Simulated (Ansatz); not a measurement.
LuF$_{3}$:
```xyz
24
Lattice="6.6578 0.0000 0.0000 -3.3289 5.7658 0.0000 0.0000 0.0000 6.8453" Properties=species:S:1:pos:R:3 pbc="T T T"
Lu     2.3093     0.0000     5.1340
Lu     4.3485     0.0000     1.7113
Lu    -1.1546     1.9999     5.1340
Lu    -2.1743     3.7659     1.7113
Lu     2.1743     3.7659     5.1340
Lu     1.1546     1.9999     1.7113
F      0.0000     0.0000     5.1340
F      0.0000     0.0000     1.7113
F      0.0000     3.8439     4.6694
F      3.3289     1.9219     2.1759
F      3.3289     1.9219     5.5986
F      0.0000     3.8439     1.2468
F      1.4847     1.7605     3.9577
F      1.8442     4.0054     2.8877
F      4.3908     0.4056     3.9577
F     -1.0619     5.3603     2.8877
F      4.1111     3.5998     3.9577
F     -0.7822     2.1660     2.8877
F      0.7822     2.1660     6.3103
F      2.5467     3.5998     0.5350
F     -1.8442     4.0054     6.3103
F      5.1731     1.7605     0.5350
F      1.0619     5.3603     6.3103
F      2.2670     0.4056     0.5350
```

Relaxed with r²SCAN.

Problem. Map the valence electron density (e/Å³), cut off at 4 on the plane through (0.347, 0.000, 0.750) spanned by u = [1, 1, 0] and v = [1, -1, 0] in lattice vectors, from r²SCAN (plane waves, PAW; program Ansatz).

Solution. x is the fraction of u, y of v (the angle between them is 90°; rows are the nearest grid lines); atoms in the plane: Lu at (0.00, 0.00), Lu at (0.50, 0.50), Lu at (0.00, 0.65), Lu at (0.50, 0.15), Lu at (0.48, 0.83), Lu at (0.98, 0.33), F at (0.33, 0.33), F at (0.83, 0.83).
```
y \ x   0.000  0.0909  0.182  0.273  0.364  0.455  0.545  0.636  0.727  0.818  0.909   1.00
------  -----  ------  -----  -----  -----  -----  -----  -----  -----  -----  -----  -----
1.00     4.00    4.00  0.340   2.21   3.09  0.303  0.107  0.138  0.126  0.188   4.00   4.00
0.925    1.26   0.385  0.122  0.292  0.415  0.290  0.185  0.090  0.086  0.173  0.434   1.26
0.850   0.125   0.096  0.137  0.114   1.71   4.00   4.00  0.378   1.14   4.00   1.94  0.125
0.775   0.122   0.101  0.123  0.104  0.619   4.00   2.90  0.197  0.445   2.10  0.731  0.122
0.700    4.00    1.80  0.204  0.927   1.23  0.227  0.112  0.111  0.080  0.119   1.79   4.00
0.625    4.00    3.98  0.251   1.12   1.50  0.246  0.105  0.123  0.124  0.163   3.99   4.00
0.550   0.209   0.129  0.110  0.109  0.363   4.00   4.00  0.344  0.237  0.706  0.387  0.209
0.450   0.126   0.117  0.091  0.079  0.348   4.00   4.00  0.355  0.352   1.31  0.531  0.126
0.375    4.00   0.831  0.194   1.42   2.01  0.277  0.088  0.122  0.109  0.188   3.01   4.00
0.300    4.00    1.92  0.315   4.00   4.00  0.413  0.076  0.128  0.117  0.274   4.00   4.00
0.225   0.219   0.118  0.076  0.111  0.237   1.13   1.13  0.178  0.185  0.487  0.336  0.219
0.150   0.123   0.125  0.138  0.114  0.949   4.00   4.00  0.957  0.711   4.00   1.03  0.123
0.0750   1.25   0.381  0.106  0.179  0.285  0.734  0.715  0.144  0.119  0.216  0.449   1.25
0.000    4.00    4.00  0.340   2.21   3.09  0.303  0.107  0.138  0.126  0.188   4.00   4.00
```

The density is the valence pseudo-density with augmentation charge, so density and ELF within about 1 Å of a nucleus are not all-electron values.

Space group P-3c1. The first step of the workflow began from a Materials Project structure, measured or hypothetical; the Crystallography Open Database copy checked does not list it. Its standing as an ambient phase is unchecked. The r²SCAN relaxation kept the symmetry of its start; its stability against distortions is not shown here. Spin–orbit coupling is left out wherever it is not named.

Potentials: the later of the program's two PAW sets.
